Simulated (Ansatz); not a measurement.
Zr3Ag (Cu3Au type, space group No. 221) under volume change, DFT-r²SCAN in the program Ansatz with PAW potentials, scaled uniformly.

```
V (Å³/atom)  E − E(relaxed) (meV/atom)  P (GPa)
-----------  -------------------------  -------
19.361                               ?        ?
19.999                               ?        ?
20.637                             6.4     3.28
21.276                             0.0     0.00
21.914                             5.8    -2.82
22.552                            22.0    -5.25
23.190                            47.1    -7.33
```

Q: What belongs in the gaps?

A: 
- 19.999, E − E(relaxed) (meV/atom): 26.8
- 19.999, P (GPa): 7.09
- 19.361, E − E(relaxed) (meV/atom): 63.6
- 19.361, P (GPa): 11.49

Q: What does a third-order Birch–Murnaghan fit give for V₀, B₀ and B′?

A: V₀ = 21.28 Å³/atom, B₀ = 101 GPa, B′ = 4.0.

Space group Pm-3m (Cu3Au type). The workflow started from an entry of the Crystallography Open Database (COD); the relaxed space group is not among those it files for this formula. COD files the formula under space group No. 123, so this cell is another polymorph or a model. Its standing as an ambient phase is unchecked. Symmetry was held in the r²SCAN relaxation; its stability against distortions is not shown here. No spin polarisation was allowed. Scalar-relativistic: spin–orbit coupling is off unless named, which matters more the heavier the elements.

Potentials: the later of the program's two PAW sets.
